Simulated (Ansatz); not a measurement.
**H in NbRu3**

All numbers below come from DFT r2SCAN, scalar-relativistic, plane waves, PAW in Ansatz.

Plane waves to 500 eV, a k mesh through Γ of 10×10×10 on the computed 4-atom cell and Gaussian smearing (0.10 eV); no spin polarisation for the host; each changed cell takes a mesh and smearing chosen by its own gap and starts from the host's moments or customary ones, or runs without spin. Cells and atoms are relaxed to the nearest stationary point that keeps the symmetry of their start (forces under 0.02 to 0.04 eV/Å, stress under 0.1 to 0.2 GPa); energies are at zero smearing, without zero-point or thermal terms.

Relaxed host (gap on the mesh 0 eV):

```
Nb Ru
1.0
     3.87165    0.00000    0.00000
     0.00000    3.87165    0.00000
     0.00000    0.00000    3.87165
Nb Ru
1 3
Direct
  0.00000 0.00000 0.00000
  0.00000 0.50000 0.50000
  0.50000 0.00000 0.50000
  0.50000 0.50000 0.00000
```

Cases: (1) 1 H in a 1×1×1 repeat of the cell, at (0.500 0.500 0.500) in fractions of that repeat, 1.94 Å from the nearest atom of the relaxed host; (2) 1 H in a 2×1×1 repeat of the cell, at (0.250 0.500 0.500) in fractions of that repeat, 1.94 Å from the nearest atom of the relaxed host; (3) 1 H in a 2×1×1 repeat of the cell, at (0.000 0.000 0.500) in fractions of that repeat, 1.94 Å from the nearest atom of the relaxed host.

Q: Give the energy per H taken from half an H2 molecule (negative: uptake is favourable), the swelling and the final surroundings.

A:
```
case formula energy per H (eV)  ΔV (%) principal strains (%) nearest host atoms of the first H
   1   NbHRu3              -0.29    +3.2         +1.1 +1.1 +1.1                 6 (Ru) from 1.96 Å
   2  Nb2HRu6              -0.27    +1.6         +0.6 +0.6 +0.3                 6 (Ru) from 1.95 Å
   3  Nb2HRu6              -0.03    +1.8          +1.9 0.0 -0.1               6 (NbRu) from 1.93 Å
```

Each ion keeps what symmetry its start has, so a lower place off a symmetric site can be missed, above all for H.

Relaxed structure of case 1, the lowest per ion:

```cif
data_structure
_symmetry_space_group_name_H-M 'Pm-3m'
_symmetry_Int_Tables_number 221
_cell_length_a 3.9123
_cell_length_b 3.9123
_cell_length_c 3.9123
_cell_angle_alpha 90.000
_cell_angle_beta 90.000
_cell_angle_gamma 90.000
_cell_volume 59.88
loop_
_atom_site_label
_atom_site_type_symbol
_atom_site_symmetry_multiplicity
_atom_site_Wyckoff_symbol
_atom_site_fract_x
_atom_site_fract_y
_atom_site_fract_z
_atom_site_occupancy
Nb1 Nb 1 a 0.00000 0.00000 0.00000 1
Ru1 Ru 3 c 0.00000 0.50000 0.50000 1
H1 H 1 b 0.50000 0.50000 0.50000 1
```

Cost: 5 runs of about 13 core-minutes in all, on Arm Neoverse V1 (shared hosts).